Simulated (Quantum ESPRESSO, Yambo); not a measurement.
SnO₂: DFT and GW levels

Space group P4₂/mnm (No. 136); a = b = 4.766 Å, c = 3.212 Å, α = β = γ = 90.00°

```json
[
 {"atom": "O", "site": "4g", "symmetry": "m.2m", "x": "0.1937", "y": "0.1937", "z": "0.5000"},
 {"atom": "Sn", "site": "2a", "symmetry": "m.mm", "x": "0.0000", "y": "0.0000", "z": "0.0000"}
]
```

Cell and atoms were relaxed with PBEsol from Materials Project entry mp-550172, within its symmetry.

Starting point: PBE (stringent potentials; pw.x of Quantum ESPRESSO, ONCV potentials, scalar-relativistic). G0W0 in Yambo: 2×2×4 Γ-centred k mesh, bands 9 to 227 and a 12 Ry block in the screening, 227 bands in G with the Bruneval-Gonze terminator, plasmon pole fitted at 27.2 eV.

```
Property                                          Value
----------------------------------------------  -------
PBE gap along the band path                     1.03 eV
PBE gap between the mesh's edge points (Γ → Γ)  1.03 eV
G0W0 gap between the same points                2.40 eV
```

```tsv
k point	band	E PBE (eV)	E QP (eV)	shift (eV)	Z
Γ	VB	0.00	-0.71	-0.71	0.78
Γ	CB	1.03	1.69	0.66	0.83
R	VB	-0.73	-1.33	-0.59	0.79
R	CB	6.22	7.62	1.40	0.81
M	VB	-0.88	-1.73	-0.85	0.78
M	CB	4.61	5.71	1.09	0.82
A	VB	-0.80	-1.64	-0.83	0.78
A	CB	4.67	5.72	1.05	0.82
```

Energies count from the PBE valence-band maximum.

Nearest settings tried, and what they do to the gap: 130 bands in G: +11 meV; 130 bands in W, 130 bands in G: +53 meV; 7 Ry block (177 vectors against 331): -113 meV. Not varied: mesh. So the settings aren't converged at that level. The k mesh is coarse.

Spin-orbit splittings are left out.
